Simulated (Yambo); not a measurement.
A G0W0@LDA run in Yambo for Rb2RhAgF6 (space group Fm-3m, No. 225) (2×2×2 Γ-centred k mesh, bands 9 to 335 and a 8 Ry block in the screening, 335 bands in G with the Bruneval-Gonze terminator, plasmon pole fitted at 27.2 eV) gives these matrix elements, in eV, at the band edges (X → X):

```csv
state,E0,<Vxc>,<Σx>,<Σc(E0)>,Z
valence edge,0.000,-23.020,-29.402,5.198,0.771
conduction edge,1.013,-20.139,-14.373,-3.893,0.799
```

### Question
Solve the linearised quasiparticle equation for both states, give the gap, and say how exchange and correlation each act on it.

### Answer
E = E0 + Z(Σx + Σc − Vxc). Valence: 0.000 + 0.771 × (-29.402 + (5.198) − (-23.020)) = -0.91 eV. Conduction: 1.013 + 0.799 × (-14.373 + (-3.893) − (-20.139)) = 2.51 eV. The gap is 3.42 eV, against 1.01 eV in LDA. Replacing Vxc by bare exchange alone would open it by 12.15 eV; correlation takes back 9.09 eV of that, and Z scales what is left. Nearest settings tried, and what they do to the gap: 263 bands in W, 263 bands in G: +6 meV; 6 Ry block (307 vectors against 531): -31 meV; 4×4×4 mesh: -61 meV. So the settings aren't converged at that level. The k mesh is coarse. Spin-orbit splittings are left out.

Geometry of the Materials Project entry, not relaxed at this level; primitive cell a = 6.2540 Å, b = 6.2540 Å, c = 6.2540 Å, α = 60.00°, β = 60.00°, γ = 60.00°.

The structure is a Materials Project entry; no match was found in the copy of COD used, and its stability was not checked.
